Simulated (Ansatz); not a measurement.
# Li2Rh: phonons across the zone

Computed with DFT PBE, scalar-relativistic, plane waves, PAW in Ansatz 0.2.0. Settings: 420 eV plane-wave cutoff, Γ-centred 18×18×8 mesh, Fermi-Dirac smearing of 0.15 eV. No spin polarisation. Phonons by linear response, acoustic sum rule imposed.

Equilibrium structure at this level:
```
Li Rh
1.0
     2.72557    0.00000    0.00000
    -1.36278    2.36041    0.00000
     0.00000    0.00000    6.87645
Li Rh
2 1
Direct
  0.33333 0.66667 0.30171
  0.66667 0.33333 0.69829
  0.00000 0.00000 0.00000
```

The structure comes from a generated guess, relaxed at this level; another structure or a mixture of phases may lie lower. In a metal, frequencies and elastic constants depend on the k mesh and the smearing, soft modes and shear constants most. Some empty bands missed the eigensolver's threshold. The q mesh is coarse, so values between its points are rough.

Force constants from linear response on a 3×3×1 q mesh.

**Question.** Is the structure dynamically stable on the q mesh?

**Answer.** Yes, on this mesh: no mode is imaginary.

**Question.** Give the frequencies (cm⁻¹) at the zone-boundary points of high symmetry (interpolated where a point lies off the q mesh).

**Answer.**
| point | q | frequencies |
| --- | --- | --- |
| M | 0.500 0.000 0.000 | 115 124 175 242 269 310 361 443 450 |
| K | 0.333 0.333 0.000 | 139 139 140 331 331 372 383 398 398 |
| A | 0.000 0.000 0.500 | 11 11 58 143 143 156 156 334 398 |
| L | 0.500 0.000 0.500 | 112 119 172 249 264 324 352 442 451 |
| H | 0.333 0.333 0.500 | 141 141 141 328 328 369 386 400 400 |
